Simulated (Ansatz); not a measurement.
Ansatz (an electronic-structure program) input:

Ansatz 0.2 input:
```yaml
crystal:
  lattice:
    - [3.3777170426, 0.0, 0.0]
    - [0.0, 3.3777170426, 0.0]
    - [0.0, 0.0, 6.8900002748]
  atoms:
    - { symbol: Ta, position: [0.0, 0.5, 0.6974515224] }
    - { symbol: Ta, position: [0.5, 0.0, 0.3025484776] }
    - { symbol: Ge, position: [0.0, 0.0, 0.0] }
    - { symbol: Ge, position: [0.5, 0.5, 0.0] }
    - { symbol: O, position: [0.5, 0.0, 0.6028397995] }
    - { symbol: O, position: [0.0, 0.5, 0.3971602005] }
kpoints:
  mp_grid: { grid: [9, 9, 5] }
  band_path:
    path:
      - [[0.0, 0.0, 0.0], [0.0, 0.5, 0.0], [0.5, 0.5, 0.0], [0.0, 0.0, 0.0], [0.0, 0.0, 0.5], [0.0, 0.5, 0.5], [0.5, 0.5, 0.5], [0.0, 0.0, 0.5]]  # Γ-X-M-Γ-Z-R-A-Z
      - [[0.0, 0.5, 0.0], [0.0, 0.5, 0.5]]  # X-R
      - [[0.5, 0.5, 0.0], [0.5, 0.5, 0.5]]  # M-A
    npoints: 8
basis: { xc_grid: 2 }
hamiltonian:
  xc: pbesol
  pseudopotentials: { azcp: { folder: ./paw }, kind: paw_fr }
magnetization: { noncollinear: true, spin_orbit: true }
scf:
  n_extra_bands: 12
  convergence: { dr2_threshold: 0.0000000001 }
  occupations: { method: gaussian, width: 0.05 }
output: { eigenvalues: true }
```

Output (shortened):

```
Pseudopotentials: kind: paw_fr
Pseudopotential: Ta, paw, valence charge 13
Pseudopotential: Ge, paw, valence charge 14
Pseudopotential: O, paw, valence charge 6
Functional definition: PBEsol
non-collinear run that drives no moment, with spin-orbit …
Crystal: 6 atoms, lattice volume = 78.608 Å³
Basis set: ecut = 420 eV, 1527 PW (Γ), exchange–correlation on 48×48×96 points (8 copies of the dense FFT grid, shifted against one another)
Bands: 78, of which v1, the nominal top of the filled ones, is band 66 counted from 1 (65 counted from 0)
Symmetry: 16 space group operations + 16 with time reversal
k-points: 45 of 405
Projection manifold: j_resolved (fully-relativistic pseudo-atomic orbitals)
PAW frozen core: Ta, regenerated for the run's functional, and the local potential with it
PAW frozen core: Ge, regenerated for the run's functional, and the local potential with it
PAW frozen core: O, regenerated for the run's functional, and the local potential with it
Initial density: superposition of atomic densities (chi_scale 0.1, normalization cell, long waves kept (reshape's long-wave potential 0.86 eV rms))
Initial wavefunctions: pseudopotential atomic-orbital guess
Eigensolver: davidson
Functional: x = pbesol(κ = 0.804, μ = 0.12345679012345678), c = pbesol(β = 0.046)
SCF iter   1: F=—  HF=-29299.824209 eV  |F-HF|=—  |Δ(HF+E_count)|=         —  Δρ=1.97e-1  dr2=9.32e1  dr2_m=0.00e0 (ungated)  ethr=3.10e-3  |M|=0.00e0 ∫|m|=0.00e0 μB  |m|>n=0.0e0 m-floor=0.0e0 τ_xc=0.0e0  β_m=0.30  ⟨swp⟩=6.9  Hψ=8898  notcnv=0  defer=10
all-band conjugate gradients solve this SCF's bands
preconditioner: auto → Kerker (q_TF=auto, 2.650 Å⁻¹)
spin=Noncollinear: Kerker preconditioning applied to the charge; magnetization (m_x, m_y, m_z) channels mix plain (no charge-response kernel on spin).
SCF iter   2: F=—  HF=-29292.993287 eV  |F-HF|=—  |Δ(HF+E_count)|=    6.83e0  Δρ=7.36e-2  dr2=3.34e1  dr2_m=0.00e0 (ungated)  ethr=3.10e-3  |M|=0.00e0 ∫|m|=0.00e0 μB  |m|>n=0.0e0 m-floor=0.0e0 τ_xc=0.0e0  β_m=0.38  ⟨swp⟩=3.8  Hψ=3172  notcnv=0  defer=228
preconditioner: auto → Resta (q_TF=auto, 2.650 Å⁻¹)
spin=Noncollinear: Resta preconditioning applied to the charge; magnetization (m_x, m_y, m_z) channels mix plain (no charge-response kernel on spin).
SCF iter   3: F=—  HF=-29288.376729 eV  |F-HF|=—  |Δ(HF+E_count)|=    4.62e0  Δρ=3.48e-2  dr2=3.99e0  dr2_m=0.00e0 (ungated)  ethr=3.10e-3  |M|=0.00e0 ∫|m|=0.00e0 μB  |m|>n=0.0e0 m-floor=0.0e0 τ_xc=0.0e0  β_m=0.45  ⟨swp⟩=3.8  Hψ=3280  notcnv=0  defer=230
SCF iter   4: F=—  HF=-29287.569834 eV  |F-HF|=—  |Δ(HF+E_count)|=   8.07e-1  Δρ=2.01e-2  dr2=3.99e-1  dr2_m=0.00e0 (ungated)  ethr=3.10e-3  |M|=0.00e0 ∫|m|=0.00e0 μB  |m|>n=0.0e0 m-floor=0.0e0 τ_xc=0.0e0  β_m=0.59  ⟨swp⟩=3.2  Hψ=2870  notcnv=0  defer=226
SCF iter   5: F=—  HF=-29287.448020 eV  |F-HF|=—  |Δ(HF+E_count)|=   1.22e-1  Δρ=5.24e-3  dr2=1.91e-2  dr2_m=0.00e0 (ungated)  ethr=6.04e-4  |M|=0.00e0 ∫|m|=0.00e0 μB  |m|>n=0.0e0 m-floor=0.0e0 τ_xc=0.0e0  β_m=0.59  ⟨swp⟩=3.3  Hψ=2887  notcnv=0  defer=230
SCF iter   6: F=—  HF=-29287.444045 eV  |F-HF|=—  |Δ(HF+E_count)|=   3.97e-3  Δρ=2.03e-3  dr2=2.07e-3  dr2_m=0.00e0 (ungated)  ethr=2.89e-5  |M|=0.00e0 ∫|m|=0.00e0 μB  |m|>n=0.0e0 m-floor=0.0e0 τ_xc=0.0e0  β_m=0.77  ⟨swp⟩=2.0  Hψ=2898  notcnv=0  defer=230
SCF iter   7: F=—  HF=-29287.444194 eV  |F-HF|=—  |Δ(HF+E_count)|=   1.49e-4  Δρ=3.52e-4  dr2=6.97e-5  dr2_m=0.00e0 (ungated)  ethr=3.14e-6  |M|=0.00e0 ∫|m|=0.00e0 μB  |m|>n=0.0e0 m-floor=0.0e0 τ_xc=0.0e0  β_m=0.81  ⟨swp⟩=2.2  Hψ=2363  notcnv=0  defer=230
SCF iter   8: F=—  HF=-29287.444201 eV  |F-HF|=—  |Δ(HF+E_count)|=   7.56e-6  Δρ=7.48e-5  dr2=5.37e-6  dr2_m=0.00e0 (ungated)  ethr=1.06e-7  |M|=0.00e0 ∫|m|=0.00e0 μB  |m|>n=0.0e0 m-floor=0.0e0 τ_xc=0.0e0  β_m=0.90  ⟨swp⟩=2.0  Hψ=2221  notcnv=0  defer=230
SCF iter  12: F=-29287.444200 eV  HF=-29287.444200 eV  |F-HF|=1.46e-11  |Δ(HF+E_count)|=  2.76e-10  Δρ=1.14e-7  dr2=9.46e-12  dr2_m=0.00e0 (ungated)  ethr=1.00e-12  |M|=0.00e0 ∫|m|=0.00e0 μB  |m|>n=0.0e0 m-floor=0.0e0 τ_xc=0.0e0  ⟨swp⟩=9.9  Hψ=7086  notcnv=0
SCF 1 converged in 12 iterations: F = -29287.444200 eV  dr2 = 9.46e-12
NSCF: frozen V_eff on 75 k-points
SCF converged after 12 iterations
Magnetization: |M| = 0.0000 μB,  M = (+0.0000, +0.0000, +0.0000) μB
Absolute magnetization: 0.0000 μB (∫|m|)
  site 0: m = (+0.0000, +0.0000, +0.0000) μB, |m| = 0.0000 μB  (R = 0.85 Å)
  site 1: m = (+0.0000, +0.0000, +0.0000) μB, |m| = 0.0000 μB  (R = 0.85 Å)
  site 2: m = (+0.0000, +0.0000, +0.0000) μB, |m| = 0.0000 μB  (R = 0.99 Å)
  site 3: m = (+0.0000, +0.0000, +0.0000) μB, |m| = 0.0000 μB  (R = 0.99 Å)
  site 4: m = (+0.0000, +0.0000, +0.0000) μB, |m| = 0.0000 μB  (R = 0.85 Å)
  site 5: m = (+0.0000, +0.0000, +0.0000) μB, |m| = 0.0000 μB  (R = 0.85 Å)
Free energy (F): -29287.444200 eV
Harris-Foulkes:  -29287.444200 eV  (|F-HF|=1.46e-11)
Internal energy: -29287.439675 eV  (E = F + TS)
E sigma→0 (E₀):  -29287.441937 eV
Entropy (-TS):   -0.004525 eV (-0.754 meV/atom)
Fermi energy:    16.885701 eV
--- Per-component energies (eV) ---
  E_band       = -337.034890
  E_kinetic    = 1304.312099
  E_local      = -5558.505563  (includes V_loc(G=0)·N_el)
  E_nonlocal   = 532.093367
  E_hartree    = 2524.748558
  E_xc         = -919.644190
  E_vxc        = -777.519459  (∫ρ·V_xc dr)
  E_paw        = -20664.728624  (= ΣΔE_a)
  E_vpaw       = -886.914108  (= ΣTr[D̂ρ^β])
  E_aug_tail   = 0.001647  (compensation charges beyond the density's cutoff)
  E_ewald      = -6508.067318
  E_core_change = 2.350349  (= ΣΔE_core)
  E_smearing   = -0.004525  (= −TS)
  E_closure    = 0.000000  (closes the sum)
  Σ components = -29287.444200   (vs F -29287.444200, Δ=0.00e0)
  [band-id]    e_kinetic+e_local+e_nonlocal+2·e_hartree+e_vxc+e_vpaw+e_augmentation_tail = -337.034900   (vs E_band -337.034890, Δ=-1.02e-5)
--- Band table (eV; the first three rows and the last of 45) ---
  k-point 0: bands = ["-52.5101", "-52.5101", "-52.5056", "-52.5056", "-25.4048", "-25.4048", "-25.3765", "-25.3765", "-16.7760", "-16.7760", "-16.6417", "-16.6417", "-16.6190", "-16.6190", "-16.5844", "-16.5844", "-9.0215", "-9.0215", "-8.8651", "-8.8651", "-8.7450", "-8.7450", "-8.7186", "-8.7186", "-8.2957", "-8.2957", "-8.2329", "-8.2329", "-8.1520", "-8.1520", "-8.0307", "-8.0307", "-8.0024", "-8.0024", "-7.9302", "-7.9302", "-3.7787", "-3.7787", "-2.8338", "-2.8338", "2.2146", "2.2146", "8.7146", "8.7146", "9.6609", "9.6609", "10.4498", "10.4498", "10.5682", "10.5682", "12.4108", "12.4108", "12.4247", "12.4247", "12.4991", "12.4991", "13.0243", "13.0243", "13.0668", "13.0668", "13.7091", "13.7091", "13.7121", "13.7121", "15.9259", "15.9259", "16.2146", "16.2146", "17.1210", "17.1210", "17.1232", "17.1232", "17.3806", "17.3806", "17.6441", "17.6441", "18.1555", "18.1555"]
  k-point 1: bands = ["-52.5101", "-52.5101", "-52.5056", "-52.5056", "-25.4045", "-25.4045", "-25.3769", "-25.3769", "-16.7732", "-16.7732", "-16.6447", "-16.6447", "-16.6194", "-16.6194", "-16.5840", "-16.5840", "-9.0215", "-9.0215", "-8.8651", "-8.8651", "-8.7450", "-8.7450", "-8.7186", "-8.7186", "-8.2957", "-8.2957", "-8.2329", "-8.2329", "-8.1519", "-8.1519", "-8.0307", "-8.0307", "-8.0024", "-8.0024", "-7.9302", "-7.9302", "-3.7658", "-3.7658", "-2.8349", "-2.8349", "2.1392", "2.1392", "8.9391", "8.9391", "9.7984", "9.7984", "10.4541", "10.4541", "10.5771", "10.5771", "12.3719", "12.3719", "12.4505", "12.4505", "12.4901", "12.4901", "13.0592", "13.0592", "13.0908", "13.0908", "13.1202", "13.1202", "13.5391", "13.5391", "16.0374", "16.0374", "16.4140", "16.4140", "17.1845", "17.1845", "17.2110", "17.2110", "17.5386", "17.5386", "17.7012", "17.7012", "18.1307", "18.1307"]
  k-point 2: bands = ["-52.5101", "-52.5101", "-52.5057", "-52.5057", "-25.4039", "-25.4039", "-25.3774", "-25.3774", "-16.7685", "-16.7685", "-16.6498", "-16.6498", "-16.6200", "-16.6200", "-16.5834", "-16.5834", "-9.0215", "-9.0215", "-8.8652", "-8.8652", "-8.7449", "-8.7449", "-8.7187", "-8.7187", "-8.2957", "-8.2957", "-8.2328", "-8.2328", "-8.1518", "-8.1518", "-8.0307", "-8.0307", "-8.0023", "-8.0023", "-7.9302", "-7.9302", "-3.7445", "-3.7445", "-2.8367", "-2.8367", "2.0223", "2.0223", "9.1596", "9.1596", "10.4610", "10.4610", "10.5412", "10.5412", "10.5919", "10.5919", "11.8027", "11.8027", "12.3202", "12.3202", "12.3817", "12.3817", "12.6923", "12.6923", "13.1053", "13.1053", "13.1848", "13.1848", "13.2076", "13.2076", "16.2489", "16.2489", "16.6138", "16.6138", "17.2850", "17.2850", "17.2893", "17.2893", "17.7181", "17.7181", "17.9786", "17.9786", "18.0765", "18.0765"]
  k-point 44: bands = ["-52.4975", "-52.4975", "-52.4973", "-52.4973", "-25.4356", "-25.4356", "-25.4348", "-25.4348", "-16.7933", "-16.7933", "-16.7833", "-16.7833", "-16.7355", "-16.7355", "-16.7247", "-16.7247", "-8.8714", "-8.8714", "-8.8604", "-8.8604", "-8.7122", "-8.7122", "-8.7094", "-8.7094", "-8.2811", "-8.2811", "-8.2776", "-8.2776", "-8.1182", "-8.1182", "-8.1167", "-8.1167", "-8.0052", "-8.0052", "-8.0000", "-8.0000", "-3.0573", "-3.0573", "-3.0296", "-3.0296", "6.8114", "6.8114", "7.7747", "7.7747", "8.4464", "8.4464", "8.9664", "8.9664", "9.0982", "9.0982", "9.4168", "9.4168", "11.3948", "11.3948", "11.4945", "11.4945", "11.9390", "11.9390", "12.0574", "12.0574", "13.1522", "13.1522", "13.3093", "13.3093", "16.9896", "16.9896", "17.0882", "17.0882", "18.7567", "18.7567", "18.8421", "18.8421", "19.0488", "19.0488", "19.0982", "19.0982", "19.8246", "19.8246"]
  band table: 78 of 78 bands, residual norms ≤ 1.0e-3 eV
```

Cost: about 2.2 core-minutes (a rough figure) on shared cores.

Space group P4/nmm. The start of the workflow was typed in or built on a structure type; neither database checked (COD, Materials Project) lists it. Its standing as an ambient phase is unchecked. Symmetry was held in the PBEsol relaxation. At this level the phase is dynamically unstable (imaginary phonons). The run is not spin-polarised. The volume moved by -20 % from the start of the relaxation.

Potentials: the earlier of the program's two PAW sets. The files were generated under PBE; for other functionals the program regenerates the frozen cores, and for LDA and PBEsol the local potential too.

Ansatz is a plane-wave DFT program.
